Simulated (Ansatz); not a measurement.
Structure optimisation: barium, simple cubic

All numbers below come from DFT, PBEsol, plane waves (420 eV) with PAW, scalar-relativistic in Ansatz 0.2.0. The PAW files were generated under PBE, with cores re-solved for the functional.

k-point mesh 8×8×8, Fermi-Dirac smearing 0.1 eV, no spin polarisation. Cell and atoms relax.

Starting structure:

```
CELL_PARAMETERS angstrom
4.07163 0.00000 0.00000
0.00000 4.07163 0.00000
0.00000 0.00000 4.07163
ATOMIC_POSITIONS crystal
Ba 0.00000 0.00000 0.00000
```

**Question.** What cell does the relaxation end in?

**Answer.** Pm-3m with a = 3.808 Å; 55.22 Å³ per atom against 67.50 at the start (-18.2 %).

**Question.** How much energy does the relaxation gain?

**Answer.** 47.1 meV per atom.

Path of the relaxation (the plane waves are chosen anew near the end, which can shift the energy a little):

```
step  E − E(final) (meV/atom)  V (Å³/atom)  P (GPa)  max force (eV/Å)
   0                    47.13       67.500    -1.08             0.000
   1                    31.53       65.032    -0.94             0.000
   2                     0.07       55.869    -0.07             0.000
   3                    -0.06       55.222     0.01             0.000
   4                     0.00       55.222     0.01             0.000
```
